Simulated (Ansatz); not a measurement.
GaBi (rock salt, Fm-3m) at seven volumes, PBEsol (plane waves, PAW; program Ansatz), scaled uniformly. One row is withheld.

```
V (Å³/atom)  P (GPa)
-----------  -------
23.194          6.65
23.959             ?
24.724          1.85
25.488          0.00
26.253         -1.55
27.018         -2.86
27.782         -3.95
```

Q: Fit the shown pressures and predict the withheld one.

A: P = (3/2)B₀(x^(7/2) − x^(5/2))[1 + (3/4)(B′ − 4)(x − 1)] with x = (V₀/V)^(2/3). Least squares on the six rows gives V₀ = 25.489 Å³/atom, B₀ = 56.3 GPa, B′ = 4.75. At V = 23.959, x = 1.0421 and P = 4.04 GPa. The run itself gave 4.04 GPa.

The cell is a constructed one: a structure type filled with these elements; neither database checked (COD, Materials Project) lists it. Whether it is the stable phase at ambient conditions was not checked. Symmetry was held in the PBEsol relaxation; of distortions, only those at the zone centre were tested. Scalar-relativistic: spin–orbit coupling is off unless named, which matters more the heavier the elements.

Potentials: the later of the program's two PAW sets.
